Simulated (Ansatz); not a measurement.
This run works on a proposed trial structure, not on a known crystal.

Input and command of a plane-wave DFT calculation in Ansatz:

```yaml
crystal:
  lattice:
    - [3.3308444771, 0.0, 0.0]
    - [0.0, 4.3094315867, 0.0]
    - [0.0, 0.0, 3.2940876916]
  atoms:
    - { symbol: B, position: [0.5, 0.2828191592, 0.25] }
    - { symbol: B, position: [0.0, 0.3044356415, 0.75] }
    - { symbol: B, position: [0.2042393957, 0.0, 0.0] }
    - { symbol: B, position: [0.7957606043, 0.0, 0.5] }
    - { symbol: B, position: [0.0, 0.6955643585, 0.25] }
    - { symbol: B, position: [0.5, 0.7171808408, 0.75] }
    - { symbol: "N", position: [0.7428143429, 0.5, 0.0] }
    - { symbol: "N", position: [0.2571856571, 0.5, 0.5] }
basis:
  ecutwfc: 420
kpoints:
  mp_grid: { grid: [10, 8, 10] }
hamiltonian:
  xc: pbe
scf:
  occupations: { method: gaussian, width: 0.1 }
output:
  forces: true
  stress: true
  eigenvalues: true
relax:
  adjacent_minimum: "off"
  f_tol: 0.01
  max_steps: 30
  cell: { stress_tol: 0.1, fix: [volume] }
```

```bash
ansatz run input.yaml --threads 1 --pin off --max-ram 2560MiB --backend cpu --events-out ev --progress --plain --runs-dir out
```

Processor: Arm Neoverse V1, 1 thread, on a host shared with other jobs.

Q: How long does it run, and how much memory does it take?

A: About 2.2 min, peak memory 0.47 GiB. It solves 22 bands at 180 k points (after reduction by symmetry) with about 927 plane waves, in 34 SCF iterations over 6 ionic steps.
